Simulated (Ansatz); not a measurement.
The numbers come from plane-wave PAW DFT (Ansatz): PBE, no spin polarisation, 420 eV, 9×9×6 Γ-centred k points, fermi-dirac occupations (width 0.1 eV). Nothing was relaxed.

Computed maps in the lattice plane spanned by a (left to right, 4.01 Å, 12 points from zero) and b (bottom to top, 5.55 Å, 17 points from zero), 69° apart, at height 0.750 along c. The fields are smooth PAW ones with compensation charges, not the true ones near nuclei.

Valence density. Digits on a logarithmic scale: 0 up to 0.03 e/Å³, each further digit a factor of 1.6, 9 from 1.3 e/Å³ up:
```
555678998655
545679999865
444579999975
544569999996
544457999996
544456799986
556655667765
578986555555
589999644444
589999854333
479999963333
358999964333
345899864333
344566654434
444445444444
444555555444
555566766555
```

ELF. Ten even steps from '0' (0.08) to '9' (0.87):
```
555434553345
444336777434
333326736733
333325744742
321233677742
200023356533
102201333332
148972134432
179999303541
089659810331
069748930120
018999950021
101799820123
420022100244
553200012455
665433334566
555433333455
```

Question: The cell is YAlOs. Which atoms lie within 0.2 Å of this plane, and where (fractions of a and b)?

Answer: Y at (0.31, 0.38), Os at (0.61, 0.79). The whole cell:
```yaml
crystal:
  lattice:
    - [4.01241, 0.00000, 0.00000]
    - [2.00621, -5.17104, 0.00000]
    - [0.00000, 0.00000, -5.71054]
  atoms:
    - { symbol: Y, position: [0.30990, 0.38020, 0.75000] }
    - { symbol: Y, position: [0.69010, 0.61980, 0.25000] }
    - { symbol: Os, position: [0.60580, 0.78840, 0.75000] }
    - { symbol: Os, position: [0.39420, 0.21160, 0.25000] }
    - { symbol: Al, position: [0.00000, 0.00000, 0.00000] }
    - { symbol: Al, position: [0.00000, 0.00000, 0.50000] }
```

Origin: a known structure type with other elements, at an estimated volume, so it need not be a known compound. Caveats: atoms or cell far from equilibrium.
